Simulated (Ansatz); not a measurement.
TaSiPt:
```cif
data_Pt4Si4Ta4
_chemical_formula_sum 'Ta4 Si4 Pt4'
_space_group_name_H-M_alt 'P 1'
_space_group_IT_number 1
_cell_length_a 6.43408
_cell_length_b 3.80258
_cell_length_c 7.39446
_cell_angle_alpha 90.000
_cell_angle_beta 90.000
_cell_angle_gamma 90.000
loop_
_space_group_symop_operation_xyz
  'x, y, z'
loop_
_atom_site_label
_atom_site_type_symbol
_atom_site_fract_x
_atom_site_fract_y
_atom_site_fract_z
_atom_site_occupancy
Ta1 Ta 0.52564 0.25000 0.83803 1
Ta2 Ta 0.47436 0.75000 0.16197 1
Ta3 Ta 0.97436 0.75000 0.33803 1
Ta4 Ta 0.02564 0.25000 0.66197 1
Si1 Si 0.77059 0.25000 0.12600 1
Si2 Si 0.22941 0.75000 0.87400 1
Si3 Si 0.72941 0.75000 0.62600 1
Si4 Si 0.27059 0.25000 0.37400 1
Pt1 Pt 0.65251 0.25000 0.43124 1
Pt2 Pt 0.34749 0.75000 0.56876 1
Pt3 Pt 0.84749 0.75000 0.93124 1
Pt4 Pt 0.15251 0.25000 0.06876 1
```

Relaxed with r²SCAN.

Problem. Which orbitals make up the states near the Fermi level in plane-wave PAW r²SCAN (Ansatz code)?

Solution. Within 0.5 eV of the Fermi level: Ta 5d 61 %, Pt 5d 23 %, Si 3p 11 %. Projections are on Löwdin-orthogonalised atomic valence shells; empty p or d shells of many metals are not among them.

Problem. Tabulate the density of states.

Solution. States/eV per cell of 12 atoms, in 0.25 eV bins, energy from the Fermi level.

| E (eV) | total | Pt 5d | Ta 5d | Si 3p |
|---|---|---|---|---|
| -7.85 | 7.82 | 2.62 | 0.93 | 2.47 |
| -7.60 | 7.83 | 3.15 | 0.87 | 2.29 |
| -7.35 | 5.52 | 2.54 | 0.56 | 1.51 |
| -7.10 | 2.82 | 1.43 | 0.26 | 0.74 |
| -6.85 | 7.45 | 4.62 | 0.60 | 1.64 |
| -6.60 | 11.75 | 7.33 | 1.14 | 2.44 |
| -6.35 | 10.67 | 6.82 | 0.97 | 2.16 |
| -6.10 | 14.38 | 9.96 | 1.20 | 2.54 |
| -5.85 | 12.37 | 9.01 | 1.21 | 1.61 |
| -5.60 | 9.97 | 6.91 | 1.20 | 1.38 |
| -5.35 | 13.21 | 9.47 | 1.54 | 1.60 |
| -5.10 | 15.00 | 10.88 | 1.52 | 1.64 |
| -4.85 | 10.71 | 7.47 | 1.43 | 0.87 |
| -4.60 | 11.19 | 7.46 | 1.62 | 1.05 |
| -4.35 | 9.08 | 6.00 | 1.23 | 1.01 |
| -4.10 | 6.56 | 3.98 | 1.16 | 0.80 |
| -3.85 | 9.50 | 5.95 | 1.60 | 1.03 |
| -3.60 | 8.79 | 5.18 | 1.60 | 1.10 |
| -3.35 | 9.55 | 4.17 | 2.76 | 1.66 |
| -3.10 | 8.59 | 3.12 | 2.70 | 1.87 |
| -2.85 | 7.06 | 2.13 | 2.60 | 1.57 |
| -2.60 | 6.86 | 1.87 | 2.69 | 1.63 |
| -2.35 | 5.00 | 1.38 | 2.05 | 1.13 |
| -2.10 | 7.49 | 1.85 | 3.39 | 1.61 |
| -1.85 | 5.94 | 1.48 | 2.81 | 1.15 |
| -1.60 | 9.19 | 2.20 | 4.84 | 1.40 |
| -1.35 | 6.04 | 1.56 | 3.26 | 0.78 |
| -1.10 | 5.23 | 1.32 | 3.07 | 0.55 |
| -0.85 | 2.49 | 0.63 | 1.46 | 0.27 |
| -0.60 | 3.25 | 0.71 | 2.18 | 0.21 |
| -0.35 | 7.06 | 1.68 | 4.43 | 0.61 |
| -0.10 | 5.55 | 1.33 | 3.26 | 0.62 |
| 0.15 | 5.81 | 1.34 | 3.36 | 0.72 |
| 0.40 | 5.95 | 1.16 | 3.68 | 0.70 |
| 0.65 | 3.91 | 0.65 | 2.58 | 0.40 |
| 0.90 | 4.84 | 0.54 | 3.58 | 0.34 |
| 1.15 | 7.44 | 0.80 | 5.42 | 0.62 |
| 1.40 | 8.57 | 0.92 | 6.35 | 0.56 |
| 1.65 | 9.59 | 0.97 | 7.04 | 0.65 |
| 1.90 | 4.99 | 0.50 | 3.66 | 0.37 |
| 2.15 | 6.57 | 0.56 | 4.92 | 0.54 |
| 2.40 | 9.91 | 0.78 | 7.35 | 0.78 |
| 2.65 | 8.35 | 0.66 | 5.62 | 0.85 |
| 2.90 | 4.73 | 0.42 | 2.56 | 0.73 |
| 3.15 | 3.15 | 0.30 | 1.35 | 0.63 |
| 3.40 | 4.98 | 0.39 | 1.99 | 0.77 |
| 3.65 | 9.55 | 0.70 | 3.62 | 1.25 |
| 3.90 | 6.85 | 0.48 | 2.41 | 1.03 |
| 4.15 | 9.43 | 0.60 | 3.04 | 1.44 |
| 4.40 | 7.80 | 0.51 | 2.50 | 1.59 |
| 4.65 | 7.28 | 0.44 | 2.25 | 1.54 |

Space group Pnma. The workflow started from a Materials Project entry (that database holds measured and hypothetical structures alike); the Crystallography Open Database copy checked does not list it. Its standing as an ambient phase is unchecked. Symmetry was held in the r²SCAN relaxation; its stability against distortions is not shown here. The run is not spin-polarised. Scalar-relativistic: spin–orbit coupling is off unless named, which matters more the heavier the elements.

Potentials: the later of the program's two PAW sets.
